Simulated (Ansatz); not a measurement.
**Ag₂H₁₂SN₄O₄ — ¹⁷O NMR of the central transition**

Cell: a computed structure from the Materials Project (it need not be an observed phase), atoms as given.

Space group P-42_1c (No. 114); a = 8.5828, c = 6.4505 Å.

```csv
site,Wyckoff,site symmetry,x,y,z
Ag,4d,2..,0.5000,0.0000,0.9851
H5,8e,1,0.5848,0.7021,0.8802
H13,8e,1,0.7186,0.7876,0.0292
H21,8e,1,0.5557,0.7166,0.1365
S,2a,-4..,0.5000,0.5000,0.5000
N,8e,1,0.6005,0.7723,0.0080
O,8e,1,0.6272,0.5651,0.6334
```

One atom of each set is listed.

Method: Kohn–Sham DFT in Ansatz, PBE, plane waves and PAW, scalar-relativistic, 420 eV cutoff, Γ-centred 3×3×4 k-points, Fermi–Dirac smearing 0.02 eV.

¹⁷O has I = 5/2 and Q = -25.58 mb (Pyykkö 2018); at 7.05 T its Larmor frequency is ν₀ = 40.7 MHz. Only the quadrupole interaction is simulated: positions count from each site's isotropic chemical shift, and shift anisotropy, dipolar and J coupling are left out.

Problem. What does the ¹⁷O spectrum (static powder) show for each site?

Solution. 

| site | first shell | C_Q (MHz) | η | P_Q (MHz) | δ_QIS (ppm) | breadth (kHz) |
| --- | --- | --- | --- | --- | --- | --- |
| O | 1 S at 1.50 Å; also 2 H at 1.97–2.01 Å, 1 Ag at 3.34 Å | -8.28 | 0.03 | 8.28 | -248 | 54.1 |

δ_QIS = −(ν_Q²/30ν₀²)[I(I+1) − 3/4](1 + η²/3) × 10⁶ ppm with ν_Q = 3|C_Q|/[2I(2I−1)]; it falls as 1/B₀² in ppm, and the breadth as 1/B₀ in kHz.

At O V_zz points along its bond to S (within 1°).
